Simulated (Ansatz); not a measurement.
Problem. Each is relaxed and computed with DFT-r²SCAN in the program Ansatz with PAW potentials. Which alone has a direct gap?
(A) Rb3InF6, Fm-3m (Rb on 8c, Rb on 4b, In on 4a, F on 24e)
(B) K2MnF6, Fm-3m (K on 8c, Mn on 4a, F on 24e)
(C) HfMnF6, Fm-3m (Hf on 4b, Mn on 4a, F on 24e)
(D) MnF2, rutile

Solution. B, K2MnF6, Fm-3m (K on 8c, Mn on 4a, F on 24e). K2MnF6: gap 3.68 eV (direct); HfMnF6: gap 3.96 eV (indirect); MnF2: gap 3.00 eV (indirect); Rb3InF6: gap 5.99 eV (indirect). Spin orders computed, not proven ground states: K2MnF6, Fm-3m (K on 8c, Mn on 4a, F on 24e) ferromagnetic; HfMnF6, Fm-3m (Hf on 4b, Mn on 4a, F on 24e) ferromagnetic; MnF2, rutile antiferromagnetic. Standing as an ambient phase not checked: K2MnF6, Fm-3m (K on 8c, Mn on 4a, F on 24e); HfMnF6, Fm-3m (Hf on 4b, Mn on 4a, F on 24e); Rb3InF6, Fm-3m (Rb on 8c, Rb on 4b, In on 4a, F on 24e). All cells were relaxed under the symmetry of their starts (and spin orders); stability against distortions was not tested throughout. No Hubbard U is applied. Scalar-relativistic: spin–orbit coupling is off unless named, which matters more the heavier the elements.

Potentials: the later of the program's two PAW sets.
